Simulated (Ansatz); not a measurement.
An input for the plane-wave PAW code Ansatz:

```yaml
crystal:
  lattice:
    - [2.0679688756, -5.4646817041, 0.0]
    - [2.0679688756, 5.4646817041, 0.0]
    - [0.0, 0.0, 4.0753888002]
  atoms:
    - { symbol: Gd, position: [0.85475, 0.14525, 0.25], spin: 7.0 }
    - { symbol: Gd, position: [0.14525, 0.85475, 0.75], spin: 7.0 }
    - { symbol: Pd, position: [0.564, 0.436, 0.25] }
    - { symbol: Pd, position: [0.436, 0.564, 0.75] }
basis:
  ecutwfc: 420
  ecutrho_ratio: 4
kpoints:
  mp_grid: { grid: [10, 10, 8] }
hamiltonian:
  xc: pbesol
scf:
  occupations: { method: gaussian, width: 0.05 }
output:
  forces: true
  stress: true
  eigenvalues: true
  populations: true
magnetization:
  spin_polarized: true
relax:
  f_tol: 0.01
  max_steps: 60
  cell: { stress_tol: 0.04 }
```

Launched as:
```sh
ansatz run input.yaml --threads 4 --pin off --max-ram 8192MiB --backend cpu --events-out ev --progress --plain --runs-dir out
```

The start was a prototype's sites filled with these elements; the Crystallography Open Database holds the compound in this structure.

Q: About how long does the run take on 4 threads of Arm Neoverse V1, with other jobs on the host, and how much memory does it need?

A: About 5.5 min, with a peak of 1.2 GiB.

What the program printed, in part:

```
Gd: projections on atomic orbitals take those of the free atom [Kr 4d10] 4f7 5s2 5p6 5d1 6s2, of charge +0.00 (hamiltonian.pseudopotentials.projection_atoms); the dataset's partial waves leave at most 2.5e-4 of an orbital's norm unspanned inside its sphere
Pseudopotentials: kind: paw
Pseudopotential: Gd, paw, valence charge 18, recommended cutoff 420 eV (normal), Gd.paw.azcp
Pseudopotential: Pd, paw, valence charge 18, recommended cutoff 420 eV (normal), Pd.paw.azcp
Crystal: 4 atoms, lattice volume = 92.110 Å³
Basis set: ecut = 420 eV, 1805 PW (Γ), exchange–correlation on 80×80×60 points (8 copies of the dense FFT grid, shifted against one another)
Bands: 52, of which v1, the nominal top of the filled ones, is band 36 counted from 1 (35 counted from 0)
Symmetry: 8 space group operations
Space group: Cmcm (ITA 63), of the structure as read, at distance tolerance 4.5e-5 Å
Magnetic group: BNS 63.457 (UNI 555), of the structure as read, at distance tolerance 4.5e-5 Å
k-points: 155 of 800
Initial density: superposition of atomic densities (chi_scale 0.1, normalization cell, long waves kept (reshape's long-wave potential 0.01 eV rms))
Starting moments: Σ|m| = 14 μB on 2 of 4 sites
Initial wavefunctions: pseudopotential atomic-orbital guess
Functional: x = pbesol(κ = 0.804, μ = 0.12346), c = pbesol(β = 0.046)
```

SCF trace (energy estimate counted from the last row; the run made several SCF loops, for ionic steps, more bands or searches for a lower state, numbered loop.iteration):
```
iteration   ΔE (eV)  density residual (eV)  M (μB)
      1.1   -43.951                 5.32e2  13.902
      1.2     1.055                 2.76e0  13.837
      1.3     1.219                 1.56e0  13.864
      1.4     1.084                3.79e-1  14.015
      1.5     0.855                6.71e-2  14.159
      1.6     0.669                5.33e-2  14.444
      1.7     0.676                2.49e-2  14.526
      1.8     0.675                2.32e-3  14.502
      1.9     0.676                8.45e-5  14.518
     1.10     0.676                5.83e-6  14.514
     1.11     0.676                6.44e-7  14.514
     1.12     0.676                3.94e-8  14.513
     1.13     0.676                1.26e-8  14.513
        …         …                      …       …
     11.3  -1.0e-06               3.18e-10  14.314
     11.4     0.000               1.44e-10  14.314
     11.5     0.000               1.35e-11  14.314
     11.6     0.000               1.68e-12  14.314
```

```
SCF converged after 6 iterations
Magnetization: 14.3138 μB (43.1569 up, 28.8431 down)
Absolute magnetization: 14.3533 μB (∫|ρ↑−ρ↓|, with the PAW one-centre terms)
Per-site moments (μB) at R_I (Å): [(6.96808, 1.20007), (6.96808, 1.20007), (0.00213, 1.18989), (0.00213, 1.18989)]
Free energy (F): -32272.645003 eV
E sigma→0 (E₀):  -32272.643468 eV
Entropy (-TS):   -0.003071 eV (-0.768 meV/atom)
Fermi energy:    16.097550 eV
--- Forces (eV/Å), atoms counted from 1 ---
  atom   1  Gd     0.00000000    -0.00015898     0.00000000
  atom   2  Gd     0.00000000     0.00015898     0.00000000
  atom   3  Pd     0.00000000    -0.00030364     0.00000000
  atom   4  Pd     0.00000000     0.00030364     0.00000000
--- Stress (GPa, compression-positive) ---
       -0.001517       0.000000       0.000000
        0.000000       0.000092       0.000000
        0.000000       0.000000       0.000373
  P = ⅓ Tr σ = -0.0004 GPa (-0.004 kbar)
--- Band table (eV; the first three rows and the last of 310) ---
  k-point 0 ↑: bands = ["-68.6310", "-68.6213", "-34.4214", "-34.4190", "-34.3772", "-34.3592", "-34.3467", "-34.3426", "-28.8971", "-28.8551", "-6.5424", "-6.4216", "-6.2228", "-6.1744", "-6.1677", "-6.1603", "9.8735", "11.2413", "11.3930", "11.4634", "11.4788", "11.5103", "11.5150", "11.5448", "11.5859", "11.6025", "11.6086", "11.6364", "11.6374", "11.6404", "11.6438", "11.7009", "11.7755", "12.0634", "12.2781", "12.4244", "13.0004", "13.0308", "13.3022", "13.4406", "13.8861", "14.2817", "16.9506", "17.1474", "17.2997", "17.9113", "18.4625", "18.6797", "18.8051", "20.0667", "20.7251", "21.0356"]
  k-point 1 ↑: bands = ["-68.6306", "-68.6217", "-34.4221", "-34.4207", "-34.3744", "-34.3587", "-34.3472", "-34.3433", "-28.8950", "-28.8563", "-6.5283", "-6.4208", "-6.2214", "-6.1880", "-6.1867", "-6.1637", "10.0446", "11.2618", "11.3907", "11.4677", "11.4753", "11.5036", "11.5297", "11.5501", "11.5778", "11.5919", "11.6104", "11.6323", "11.6335", "11.6366", "11.6394", "11.6679", "11.8382", "12.1305", "12.4272", "12.4890", "12.8422", "13.2587", "13.2788", "13.4184", "13.7258", "14.3712", "16.7526", "17.0406", "17.2966", "17.7615", "18.2297", "18.4294", "18.7205", "20.4313", "20.6146", "21.0221"]
  k-point 2 ↑: bands = ["-68.6296", "-68.6227", "-34.4241", "-34.4238", "-34.3680", "-34.3574", "-34.3485", "-34.3455", "-28.8893", "-28.8597", "-6.4882", "-6.4149", "-6.2362", "-6.2270", "-6.2173", "-6.1731", "10.5259", "11.3269", "11.3914", "11.4627", "11.4753", "11.4807", "11.5573", "11.5613", "11.5869", "11.5908", "11.5998", "11.6125", "11.6254", "11.6342", "11.6349", "11.6502", "12.0002", "12.3060", "12.6623", "12.6659", "12.7765", "13.0185", "13.3721", "13.4963", "13.5561", "14.6580", "15.8672", "17.1731", "17.2075", "17.3638", "17.5657", "18.2403", "18.6999", "20.2077", "20.6233", "20.8397"]
  k-point 154 ↓: bands = ["-68.6322", "-68.6322", "-34.4347", "-34.4347", "-34.3598", "-34.3598", "-34.3594", "-34.3594", "-25.8106", "-25.8106", "-4.4139", "-4.4139", "-3.9323", "-3.9323", "-3.8939", "-3.8939", "12.2566", "12.2566", "12.3420", "12.3420", "12.5870", "12.5870", "13.0719", "13.0719", "13.3625", "13.3625", "13.4583", "13.4583", "15.4873", "15.4873", "16.6881", "16.6881", "16.7363", "16.7363", "16.7847", "16.7847", "16.8039", "16.8039", "16.8536", "16.8536", "16.9322", "16.9322", "16.9381", "16.9381", "18.4374", "18.4374", "19.2456", "19.2456", "19.7711", "19.7711", "21.0588", "21.0588"]
--- Relaxed structure (9 steps of the walk, 9 accepted, 2 SCFs on fresh bases) ---
  F+E_penalty+E_count = -32272.64500324 eV   max|allowed force component| = 3.036e-4 eV/Å   (the final SCF, on the basis selected at the relaxed cell)
  cell:  # Å, volume = 88.1415 Å³
    - [1.85890, -5.25373, 0.0]
    - [1.85890, 5.25373, 0.0]
    - [0.0, 0.0, 4.51260]
  atoms:
    - { symbol: Gd, position: [0.86240, 0.13760, 0.25] }
    - { symbol: Gd, position: [0.13760, 0.86240, 0.75] }
    - { symbol: Pd, position: [0.58552, 0.41448, 0.25] }
    - { symbol: Pd, position: [0.41448, 0.58552, 0.75] }
--- Löwdin populations: 4 sites ---
  site symbol       q [e]    m [muB]
     0     Gd     18.4585     7.1552
     1     Gd     18.4585     7.1552
     2     Pd     17.2352    -0.0010
     3     Pd     17.2352    -0.0010
```

In short (PBEsol): final volume 22.04 Å³/atom, energy lowered by 168.9 meV/atom, pressure 0.0 GPa, gap on the mesh zero (metallic), site spin moments Gd 6.97 μB.

Without a U the 4f levels of Gd lie too near the Fermi level, so their share of the states there, and what hangs on it, is overstated. These numbers lack spin–orbit coupling. Site moments are of spin, integrated over atomic spheres. No antiparallel order was tried.
